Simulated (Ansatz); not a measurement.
**Ti₂RuC₃: rattling a relaxed structure**

The cell was found from a proposed guess, not taken from experiment.

These are results of DFT PBE, scalar-relativistic, plane waves, PAW (Ansatz 0.2.0), not measurements. Cutoff 420 eV; k points 12×12×4 on the computed 6-atom cell (Γ-centred); Gaussian smearing, width 0.10 eV; no spin polarisation.

The cell below (6 atoms, space group P-3m1 (No. 164)) is relaxed within its symmetry.

```
Ti Ru C
1.0
     3.10830    0.00000    0.00000
    -1.55415    2.69187    0.00000
     0.00000    0.00000    7.21988
Ti Ru C
2 1 3
Direct
  0.33333 0.66667 0.67332
  0.66667 0.33333 0.32668
  0.00000 0.00000 0.00000
  0.00000 0.00000 0.50000
  0.33333 0.66667 0.15981
  0.66667 0.33333 0.84019
```

For the test a repeat of it with 12 atoms (edges 3.11, 5.38, 7.22 Å) was strained at random (σ = 1.5 % a component), the atoms were moved at random (σ = 0.10 Å), and all was relaxed again on a coarse 8×4×4 mesh (in the run’s order of axes) with 0.20 eV smearing, with no symmetry imposed.

Q: Is the structure stable against such a distortion?

A: It doesn't return. The energy falls by 16 meV/atom on that mesh, the volume changes by 0.2 %, and the end has space group P2_1/m (No. 11) at a loose tolerance. Relaxed again on a 6×10×4 mesh with 0.10 eV smearing, the new structure lies 17 meV/atom below the first (mesh in the axes of the run's cell; the cell below is made exact in the group named). Space group P2_1/m (No. 11), monoclinic, a = 5.282 Å, b = 3.146 Å, c = 7.286 Å, β = 90.8°. Ti on its first site has 6 C at 2.15–2.23 Å and 3 Ru at 2.88–2.97 Å; around Ti on its second site lie 6 C at 2.10–2.24 Å, 3 Ru at 2.98–3.05 Å and 9 Ti at 3.06–3.16 Å; Ru is surrounded by 6 C at 2.03–2.26 Å, 2 Ru at 2.78 Å and 6 Ti at 2.88–3.05 Å; around C on its first site lie 6 Ti at 2.16–2.24 Å; 2 more sites not described.

```xyz
12
Lattice="5.2820 0.0000 0.0000 0.0000 3.1459 0.0000 -0.1041 0.0000 7.2850" Properties=species:S:1:pos:R:3 pbc="T T T"
Ti    4.7920    0.7865    4.8629
Ti    2.1677    2.3594    4.9451
Ti    0.3858    2.3594    2.4221
Ti    3.0101    0.7865    2.3399
Ru    1.1456    0.7865    0.0192
Ru    4.0322    2.3594    7.2658
C     1.2781    0.7865    3.6256
C     3.8997    2.3594    3.6594
C     4.7980    0.7865    1.2352
C     2.1694    2.3594    1.0859
C     0.3798    2.3594    6.0498
C     3.0084    0.7865    6.1991
```
